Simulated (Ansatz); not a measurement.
Relaxed CdSe (zinc blende):

```
CdSe
1.0
    0.00000     3.04091     3.04091
    3.04091     0.00000     3.04091
    3.04091     3.04091     0.00000
Se Cd
1 1
Direct
  0.75000   0.75000   0.75000
  0.00000   0.00000   0.00000
```

In each cell atom 2 (Cd, nearest neighbour Se at 2.634 Å; its periodic images, 4.3 Å or more away, move with it) moves by s·(-0.577, -0.577, -0.577) (towards the nearest neighbour), the rest being held.

Calculation: PBEsol (plane waves to 420 eV, PAW, scalar-relativistic; Ansatz, a first-principles code). k mesh 8×8×8 (Γ-centred), Fermi-Dirac smearing 0.05 eV. Energies are smeared free energies. CdSe was relaxed with its symmetry unable to fall. ΔE is measured from the undisplaced structure.

The scan covers s from -0.530 to 0.530 Å in 11 points.

**Question.** Is the energy the same for displacements of ±0.530 Å, and if not, which side lies higher?

**Answer.** Not even: the positive side lies higher at ±0.530 Å. With its periodic images moving along, the atom's site symmetry in this cell is -43m.

**Question.** What is the energy change at s = 0.530 Å?

**Answer.** 1487 meV/cell.

**Question.** What force acts on the atom along the line at s = -0.530 Å?

**Answer.** 0.735 eV/Å.

**Question.** What is the force constant k = d²E/ds² of this move at s = 0?

**Answer.** 4.73 eV/Å².

**Question.** With two atoms in the cell this is the zone-centre optical mode. What wavenumber follows (transverse: no LO-TO term)?

**Answer.** 167 cm⁻¹.

(For displaced atoms, the force is minus the slope of the energy, and its curvature is a force constant, which sets phonon frequencies.)
